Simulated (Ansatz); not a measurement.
Two states of NiPtF6

```xyz
8
Lattice="2.4946 1.4403 4.6148 -2.4946 1.4403 4.6148 0.0000 -2.8806 4.6148" Properties=species:S:1:pos:R:3 pbc="T T T"
Ni    0.0000    0.0000    6.9222
F    -0.9604   -1.2890    8.0806
F     1.5966   -0.1872    8.0806
F    -0.6361    1.4763    8.0806
F     0.9604    1.2890    5.7639
F    -1.5966    0.1872    5.7639
F     0.6361   -1.4763    5.7639
Pt    0.0000    0.0000    0.0000
```

Method: r2SCAN; PAW, plane waves to 500 eV, 5×5×5 Γ-centred mesh, tetrahedron occupations (Ansatz 0.2.0), atoms fixed.

State A: Ni1 up (collinear spin). State B: no moments (no spin polarisation).

Problem. Compare the two self-consistent states.

Solution. State A is lower by 239.2 meV an atom at zero smearing.

| state | free energy (meV/atom) | largest moment in a small sphere (μB) | net moment (μB/cell) | gap on mesh (eV) | pressure (GPa) | largest force (eV/Å) |
| --- | --- | --- | --- | --- | --- | --- |
| A | 0.0 | 1.70 | 2.00 | 2.19 | 3.3 | 0.66 |
| B | 239.2 | 0.00 | 0.00 | metal | 3.0 | 1.23 |

Origin: a database entry at a rescaled volume. Caveats: empty levels are not fully converged; no spin-orbit coupling, which can shift this gap by tenths of an eV; gaps of Fe, Co and Ni magnets come out low on these datasets; forces and stress under tetrahedra may miss the slope of the energy; the k mesh is coarse if the cell is a metal.
